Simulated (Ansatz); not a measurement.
Structures of Ti$_{6}$O: which is lowest?

Plane-wave DFT in Ansatz with scalar-relativistic PAW potentials, cutoff 420 eV, Γ-centred meshes chosen by cell and gap, Gaussian smearing with energies taken to zero width. Every cell was relaxed (cell and atoms) in a run of its own, within the symmetry of its start. Functional: PBEsol.

Relaxed structures (starts from databases or built by putting these elements on another compound's sites):
A. P-31m, 7 atoms in the computed cell, a = 5.052 Å, c = 4.690 Å; sites (symmetry × multiplicity) Ti ..m × 6, O -3.m × 1; start: database
B. P-31c, 14 atoms in the computed cell, a = 5.053 Å, c = 9.371 Å; sites (symmetry × multiplicity) Ti 1 × 12, O 3.2 × 2; start: database

Question: Rank them by energy. Could pressure change the order?

Answer:
| structure | group | E − E(lowest) (meV/atom) | V (Å³/atom) | gap on mesh (eV) |
| --- | --- | --- | --- | --- |
| B | P-31c | 0.0 | 14.80 | 0.00 |
| A | P-31m | 12.7 | 14.81 | 0.00 |

B is lowest, 13 meV/atom under A. The two lowest differ in volume by under 3 %, too little for a first-order estimate of what pressure does to that pair (other pairs aren't weighed here); with rigid cells even 3 % in favour of the higher one would need about 5 GPa. Other structures may lie lower than all of these, and vibrations aren't counted.

Spin polarisation was left out, and a magnetic state may lie lower.